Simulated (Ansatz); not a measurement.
C:
Space group Pn-3m, origin choice 1 (No. 224); a = b = c = 6.0635 Å, α = β = γ = 90.00°

```tsv
atom	site	symmetry	x	y	z
C	24j	..2	0.0867	0.2500	0.5867
```

Relaxed with r²SCAN. DFT-r²SCAN in the program Ansatz with PAW potentials gives a gap of 3.11 eV.

### Question
What gap does HSE06 give on the same cell (Ansatz, PAW)?

### Answer
3.74 eV, 0.64 eV more. The hybrid was solved on a coarser mesh and at special points; its gap is the smallest among all of these.

| k | v1 r²SCAN | c1 r²SCAN | v1 HSE06 | c1 HSE06 |
|---|---|---|---|---|
| Γ | 0.00 | 3.74 | ___ | ___ |
| R | -0.64 | 3.11 | -0.72 | 3.75 |
| M | -0.59 | 3.16 | ___ | ___ |
| X | -0.57 | 3.99 | ___ | ___ |

### Question
Top valence (v1) and lowest conduction level (c1) in eV from each method's valence maximum (which need not be a listed point): supply the withheld HSE06 values.

### Answer

- X, v1 HSE06: -0.63
- X, c1 HSE06: 4.69
- M, v1 HSE06: -0.66
- M, c1 HSE06: 3.78
- Γ, v1 HSE06: 0.00
- Γ, c1 HSE06: 4.45

Cost on shared cores: the r²SCAN run (SCF on a 5×5×5 mesh, then bands and DOS) around 4 core-minutes (rough), the HSE06 run (SCF on 3×3×3, then a few points) about 5 core-minutes (a rough figure); the tasks are unlike.

The start of the workflow was typed in or built on a structure type; neither database checked (COD, Materials Project) lists it. It is not the phase usual at ambient conditions (space group No. 194, 227). Symmetry was held in the r²SCAN relaxation; whether a distortion lowers the energy is not shown.

Potentials: the later of the program's two PAW sets.
